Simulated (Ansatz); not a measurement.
Ta:
```yaml
crystal:
  lattice:
    - [0.00000, 3.02719, 3.02719]
    - [3.02719, 0.00000, 3.02719]
    - [3.02719, 3.02719, 0.00000]
  atoms:
    - { symbol: Ta, position: [0.00000, 0.00000, 0.00000] }
    - { symbol: Ta, position: [0.25000, 0.25000, 0.25000] }
```

Relaxed with r²SCAN.

Task: Map the electron localisation function on the plane through (0.000, 0.000, 0.000) spanned by u = [1, 0, 0] and v = [-1, 1, 1] in lattice vectors, from r²SCAN in the plane-wave PAW code Ansatz.

Result: x is the fraction of u, y of v (the angle between them is 90°; rows are the nearest grid lines); atoms in the plane: Ta at (0.00, 0.00), Ta at (0.50, 0.25).
```
| .#@#--=+-::-+=--#@#. |
|.=@@#-:-==--==-:-#@@=.|
|@@@#=..::::::::..=#@@@|
|**+-:............:-+**|
|:::................:::|
|::::::...    ...::::::|
|----::..      ..::----|
|---:::...    ...:::---|
|:::::............:::::|
|........::::::........|
|  ....:::----:::....  |
|   ...::------::...   |
|   ..:::::..:::::..   |
|  ..................  |
|.......::-==-::.......|
|::-::.-#@@@@@@#-.::-::|
|----::=%@%++%@%=::----|
|--==-:+@@+  +@@+:-==--|
|::=+=-+%@+  +@%+-=+=::|
|:::-++=*%@%%@%*=++-:::|
|**+==+==*#%%#*==+==+**|
|@@%*==+=--==--=+==*%@@|
|.=%@*-=+=::::=+=-*@%=.|
| .#@#--=+-::-+=--#@#. |
```
Scale: ten equal steps from 0.026 (start of ' ') to 0.793 (end of '@'), in the order ' .:-=+*#%@'; x runs from 0.000 to 1.00, y from 0.000 (bottom) to 1.00 (top).

The density is the valence pseudo-density with augmentation charge, so density and ELF within about 1 Å of a nucleus are not all-electron values.

Space group Fd-3m (diamond). The start of the workflow was typed in or built on a structure type; neither database checked (COD, Materials Project) lists it. It is not the phase usual at ambient conditions (space group No. 229). Symmetry was held in the r²SCAN relaxation; its stability against distortions is not shown here. The run is not spin-polarised. Scalar-relativistic: spin–orbit coupling is off unless named, which matters more the heavier the elements.

Potentials: the earlier of the program's two PAW sets.
